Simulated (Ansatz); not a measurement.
## Is this MgSnO2 structure a true minimum?

The structure comes from a proposed guess, relaxed at this level; another structure or a mixture of phases may lie lower.

Level of theory: Ansatz, DFT PBE, scalar-relativistic, plane waves, PAW. Settings: cutoff 420 eV, Γ-centred mesh 8×8×4 on the computed 8-atom cell, Gaussian smearing of 0.02 eV; no spin polarisation.

The cell below (8 atoms, space group P4/nmm (No. 129)) is relaxed within its symmetry.

```
Mg Sn O
1.0
     3.96108    0.00000    0.00000
     0.00000    3.96108    0.00000
     0.00000    0.00000    9.30296
Mg Sn O
2 2 4
Direct
  0.00000 0.50000 0.48305
  0.50000 0.00000 0.51695
  0.00000 0.50000 0.12167
  0.50000 0.00000 0.87833
  0.50000 0.50000 0.50000
  0.00000 0.00000 0.50000
  0.50000 0.50000 0.00000
  0.00000 0.00000 0.00000
```

For the test it was strained at random (σ = 1.5 % a component), the atoms were moved at random (σ = 0.10 Å), and all was relaxed again on a coarse 4×4×2 mesh (in the run’s order of axes) with 0.10 eV smearing, with no symmetry imposed.

Question: Does it come back?

Answer: It doesn't return. The energy falls by 11 meV/atom on that mesh, the volume changes by -0.6 %, and the end has space group Pmmn (No. 59) at a loose tolerance. Relaxed again on an 8×8×4 mesh with 0.02 eV smearing, the new structure lies 11 meV/atom below the first (mesh in the axes of the run's cell; the cell below is made exact in the group named). Space group Pmmn (No. 59), orthorhombic, a = 3.797 Å, b = 3.985 Å, c = 9.559 Å. Mg is surrounded by 4 O at 2.00 Å; around Sn lie 4 O at 2.25–2.28 Å; around O on its first site lie 4 Mg at 2.00 Å; O on its second site has 4 Sn at 2.25–2.28 Å and 4 O at 2.75 Å.

```cif
data_structure
_symmetry_space_group_name_H-M 'Pmmn:1'
_symmetry_Int_Tables_number 59
_cell_length_a 3.7967
_cell_length_b 3.9847
_cell_length_c 9.5586
_cell_angle_alpha 90.000
_cell_angle_beta 90.000
_cell_angle_gamma 90.000
_cell_volume 144.61
loop_
_atom_site_label
_atom_site_type_symbol
_atom_site_symmetry_multiplicity
_atom_site_Wyckoff_symbol
_atom_site_fract_x
_atom_site_fract_y
_atom_site_fract_z
_atom_site_occupancy
Mg1 Mg 2 a 0.00000 0.00000 0.97596 1
Sn1 Sn 2 a 0.00000 0.00000 0.62090 1
O1 O 2 b 0.50000 0.00000 0.04318 1
O2 O 2 b 0.50000 0.00000 0.49508 1
```
